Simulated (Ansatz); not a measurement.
SiC2N4:
```xyz
14
Lattice="-2.3856 2.7710 3.8947 2.3856 -2.7710 3.8947 2.3856 2.7710 -3.8947" Properties=species:S:1:pos:R:3 pbc="T T T"
C      1.1928     1.3855    -1.9473
C      1.1928    -1.3855     1.9473
Si     0.0000     0.0000     0.0000
Si     0.0000     2.7710     0.0000
C      0.0000     1.3855     3.1446
C      2.3856     1.3855     0.7500
N      3.5569     1.3855     0.2161
N      1.2144     1.3855     0.2161
N      2.3856    -0.3298     2.0652
N      0.0000     0.3298     5.9599
N     -1.1712     1.3855     3.6785
N      1.1712     1.3855     3.6785
N      0.0000     3.1008     1.8295
N      2.3856     2.4412    -2.0652
```

Relaxed with r²SCAN.

### Question
Map the valence electron density (e/Å³), cut off at 1 on the plane through (0.000, 0.000, 0.000) spanned by u = [1, 1, 0] and v = [1, 0, 1] in lattice vectors, from r²SCAN (plane waves, PAW; program Ansatz).

### Answer
x is the fraction of u, y of v (the angle between them is 90°; rows are the nearest grid lines); atoms in the plane: Si at (0.00, 0.00), Si at (0.00, 0.50), C at (0.40, 0.25), C at (0.60, 0.75), N at (0.77, 0.44), N at (0.77, 0.06), N at (0.23, 0.56), N at (0.23, 0.94).
```
|  .=*@@@@@@@@*:.        .:*@@@@@@@@*=.  |
| .:=#@@@@@@@@#-.        .:=%@@@@@@*=-.  |
|..:=*@@@@@@@@#-.     ...::-+#@@%*==-::..|
|-:::-+%@@@@@@=.   ..-+*##*+-::......:---|
|-::.::=#@@@%+:.   .-+@@@@@#=:.     .::--|
|::....:-+**=-.    :=%@@@@@@+:.     .::-:|
|::.. ..:-==-:.   .:+@@@@@@@+:.     ..:::|
|-::.::=#@@@%+:.   .-+@@@@@#=:.     .::--|
|-:::-+%@@@@@@=.   ..-+*##*+-::......:---|
|:::-+#@@@@@@@*:     .:-===--===-::::::::|
|..:=*@@@@@@@@#-.     ...::-+#@@%*==-::..|
| .:=#@@@@@@@@#-.        .:=%@@@@@@*=-.  |
|  .-=*@@@@@@%=:.        .-#@@@@@@@@#=:. |
|..::-==*%@@#+-::...     .-#@@@@@@@@*=:..|
|::::::::-===--===-:.     :*@@@@@@@#+-:::|
|---:......::-+*##*+-..   .=@@@@@@%+-:::-|
|--::.     .:=#@@@@@+-.   .:+%@@@#=::.::-|
|:::..     .:+@@@@@@@+:.   .:-==-:.. ..::|
|:-::.     .:+@@@@@@%=:    .-=**+-:....::|
|--::.     .:=#@@@@@+-.   .:+%@@@#=::.::-|
|---:......::-+*##*+-..   .=@@@@@@%+-:::-|
|..::-==*%@@#+-::...     .-#@@@@@@@@*=:..|
|  .-=*@@@@@@%=:.        .-#@@@@@@@@#=:. |
|  .=*@@@@@@@@*:.        .:*@@@@@@@@*=.  |
```
Scale: ten equal steps from 0.051 (start of ' ') to 1.00 (end of '@'), in the order ' .:-=+*#%@'; x runs from 0.000 to 1.00, y from 0.000 (bottom) to 1.00 (top).

The density is the valence pseudo-density with augmentation charge, so density and ELF within about 1 Å of a nucleus are not all-electron values.

Space group Imma. The start of the workflow was typed in or built on a structure type; neither database checked (COD, Materials Project) lists it. COD files the formula under space group No. 224. Its standing as an ambient phase is unchecked. The r²SCAN relaxation kept the symmetry of its start; its stability against distortions is not shown here. The volume moved by 26 % from the start of the relaxation. Its formation energy is positive at this level, so the cell may be metastable or incomplete.

Potentials: the earlier of the program's two PAW sets.
